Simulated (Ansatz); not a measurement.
Ti:
```yaml
crystal:
  lattice:
    - [4.56821, 0.00000, 0.00000]
    - [-2.28410, 3.95619, 0.00000]
    - [0.00000, 0.00000, 2.82429]
  atoms:
    - { symbol: Ti, position: [0.00000, 0.00000, 0.00000] }
    - { symbol: Ti, position: [0.33333, 0.66667, 0.50000] }
    - { symbol: Ti, position: [0.66667, 0.33333, 0.50000] }
```

Relaxed with r²SCAN. Special points in fractions of this cell's reciprocal vectors: Γ (0.000, 0.000, 0.000); M (0.500, 0.000, 0.000); K (0.333, 0.333, 0.000); A (0.000, 0.000, 0.500); L (0.500, 0.000, 0.500); H (0.333, 0.333, 0.500).

Question: List the band energies nearest the Fermi level at these points for plane-wave PAW r²SCAN (Ansatz code).

Answer: In eV from the Fermi level; about four levels below and three above (degenerate sets whole), none deeper than 8.9 eV; points with the same levels are listed once.

| k | below | above |
|---|---|---|
| Γ | -0.79 -0.79 -0.77 -0.77 | 0.02 0.81 1.43 1.43 |
| M | -2.77 -0.42 -0.35 -0.35 | 0.08 0.63 0.94 |
| K | -3.39 -3.39 -0.28 -0.28 -0.10 | 0.19 0.32 0.32 |
| A | -2.20 -2.20 -1.98 -1.79 -1.79 | 1.13 1.13 1.39 1.39 |
| L | -1.82 -1.28 -0.85 -0.75 | 0.45 0.91 0.92 |
| H | -1.55 -1.55 -1.26 -1.26 -1.08 | 0.72 0.72 0.88 0.88 |

Space group P6/mmm. This is a known high-pressure phase of the composition, computed here at zero pressure and temperature. The cell was relaxed with r²SCAN under the symmetry of its start; its stability against distortions is not shown here. No spin polarisation was allowed.

Potentials: the later of the program's two PAW sets.
